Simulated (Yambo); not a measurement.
Sr$_{2}$OsH$_{6}$ (space group Fm-3m, No. 225): the exchange self-energy on LDA orbitals (Yambo, 4×4×4 mesh) holds the Coulomb divergence, which is integrated with random points (RandQpts).

```tsv
random points	exchange-only gap Γ → X (eV)	shift of the valence edge (eV)	gap against the reference (meV)
1,000	9.72	-2.72	-358
10,000	9.95	-3.06	-134
100,000	10.09	-3.25	7
1,000,000	10.09	-3.25	4
5,000,000	10.08	-3.24	reference
```

From 100,000 points on, the gap stays within 20 meV of the run with most points. The error is statistical; each row is a single draw, so the rows fix no rate of convergence.

Spin-orbit coupling is not included.

Geometry of the Materials Project entry, not relaxed at this level; primitive cell a = b = c = 5.3914 Å, α = β = γ = 60.00°.

The structure is a Materials Project entry; no match was found in the copy of COD used, and its stability was not checked.

A shift is the quasiparticle energy of the state minus its LDA energy.
